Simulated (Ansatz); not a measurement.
InP:
```xyz
2
Lattice="0.0000 2.9134 2.9134 2.9134 0.0000 2.9134 2.9134 2.9134 0.0000" Properties=species:S:1:pos:R:3 pbc="T T T"
P      4.3701     4.3701     4.3701
In     0.0000     0.0000     0.0000
```

Relaxed with LDA. Special points in fractions of this cell's reciprocal vectors: Γ (0.000, 0.000, 0.000); X (0.500, 0.000, 0.500); U (0.625, 0.250, 0.625); K (0.375, 0.375, 0.750); L (0.500, 0.500, 0.500); W (0.500, 0.250, 0.750).

Task: List the band energies nearest the valence-band maximum at these points for the program Ansatz at the LDA level (PAW).

Result: In eV from the valence-band maximum; about four levels below and three above (degenerate sets whole), none deeper than 8.9 eV; points with the same levels are listed once.

```json
[
 {"k": "Γ", "below": "0.00 0.00 0.00", "above": "0.58 3.96 3.96 3.96"},
 {"k": "X", "below": "-5.95 -2.42 -2.42", "above": "1.57 2.11 9.09"},
 {"k": "U", "below": "-5.81 -3.45 -2.02", "above": "2.20 4.30 7.41"},
 {"k": "L", "below": "-5.93 -1.02 -1.02", "above": "1.35 4.70 4.70"},
 {"k": "W", "below": "-5.80 -3.08 -3.06", "above": "4.18 4.34 5.45"}
]
```

Space group F-43m (zinc blende). The LDA relaxation kept the symmetry of its start; of distortions, only those at the zone centre were tested. Scalar-relativistic: spin–orbit coupling is off unless named, which matters more the heavier the elements.

Potentials: the later of the program's two PAW sets.
